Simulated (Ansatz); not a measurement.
Data:

MgS:
```yaml
crystal:
  lattice:
    - [0.00000, 2.60245, 2.60245]
    - [2.60245, 0.00000, 2.60245]
    - [2.60245, 2.60245, 0.00000]
  atoms:
    - { symbol: Mg, position: [0.00000, 0.00000, 0.00000] }
    - { symbol: S, position: [0.50000, 0.50000, 0.50000] }
```

This is the r²SCAN-relaxed structure.

Q: All from r²SCAN in the plane-wave PAW code Ansatz, unless another level is named. Predict the Hill bulk and shear moduli.

A: 79.9 and 57.5 GPa.

Q: And the elastic constants (relaxed ions, GPa)?

A: C11 = 152, C12 = 44.0, C44 = 60.1.

Space group Fm-3m (rock salt). The r²SCAN relaxation kept the symmetry of its start.

Potentials: the earlier of the program's two PAW sets.
